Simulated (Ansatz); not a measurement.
Input:

GeS:
```cif
data_Ge6S6
_chemical_formula_sum 'Ge6 S6'
_space_group_name_H-M_alt 'P63mc'
_space_group_IT_number 186
_space_group_name_Hall 'P 6c -2c'
_cell_length_a 4.63298
_cell_length_b 4.63298
_cell_length_c 15.89379
_cell_angle_alpha 90.000
_cell_angle_beta 90.000
_cell_angle_gamma 120.000
loop_
_atom_site_label
_atom_site_type_symbol
_atom_site_symmetry_multiplicity
_atom_site_Wyckoff_symbol
_atom_site_fract_x
_atom_site_fract_y
_atom_site_fract_z
_atom_site_occupancy
Ge1 Ge 2 a 0.00000 0.00000 0.01647 1
Ge2 Ge 2 b 0.33333 0.66667 0.34287 1
Ge3 Ge 2 b 0.66667 0.33333 0.18268 1
S1 S 2 a 0.00000 0.00000 0.36263 1
S2 S 2 b 0.33333 0.66667 0.18826 1
S3 S 2 b 0.66667 0.33333 0.03080 1
```

This is the PBE-relaxed structure.

Task: All from PBE (plane waves, PAW; program Ansatz), unless another level is named. Give the band gap.

Result: 1.07 eV (indirect).

Task: Predict the smallest direct gap on the standard path.

Result: 1.63 eV.

Task: What about the formation energy from the elements (no fitted shifts)?

Result: -0.11 eV/atom.

Task: Give the valence-band maximum.

Result: on the M–K line, 72 % of the way from M.

Task: What about the weight of the valence-edge state by species (Voronoi cells)?

Result: S 70 %, Ge 30 %.

Space group P6_3mc. The cell is a constructed one: a structure type filled with these elements; neither database checked (COD, Materials Project) lists it. COD files the formula under space group No. 62, so this cell is another polymorph or a model. Whether it is the stable phase at ambient conditions was not checked. The PBE relaxation kept the symmetry of its start; whether a distortion lowers the energy is not shown. The references are the lowest solids computed at this level, not always the standard phases. Scalar-relativistic: spin–orbit coupling is off unless named, which matters more the heavier the elements.

Potentials: the later of the program's two PAW sets.
